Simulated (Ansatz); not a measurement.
Here is the system:

GaSb (zinc blende, space group No. 216), a = b = c = 6.1314 Å, α = β = γ = 90.00°; the cell used has 2 atoms.

This is the r²SCAN-relaxed structure.

Question: All from the program Ansatz at the r²SCAN level (PAW), unless another level is named. Predict the HSE06 gap on the r²SCAN cell.

Answer: 0.77 eV.

Question: Next, the hole effective mass, band 2 of 3 at the edge?

Answer: 0.26 along [100], 0.26 along [110], 0.61 along [111] (mₑ).

Question: Predict the hole effective mass with spin–orbit coupling, band 1 of 2 at the edge.

Answer: 0.23 along [100], 0.42 along [110], 0.57 along [111] (mₑ).

Question: And the hole effective mass, band 3 of 3 at the edge?

Answer: 0.022 along [100], 0.021 along [110], 0.020 along [111] (mₑ).

Space group F-43m (zinc blende). Symmetry was held in the r²SCAN relaxation; of distortions, only those at the zone centre were tested. Scalar-relativistic: spin–orbit coupling is off unless named, which matters more the heavier the elements.

Potentials: the later of the program's two PAW sets.
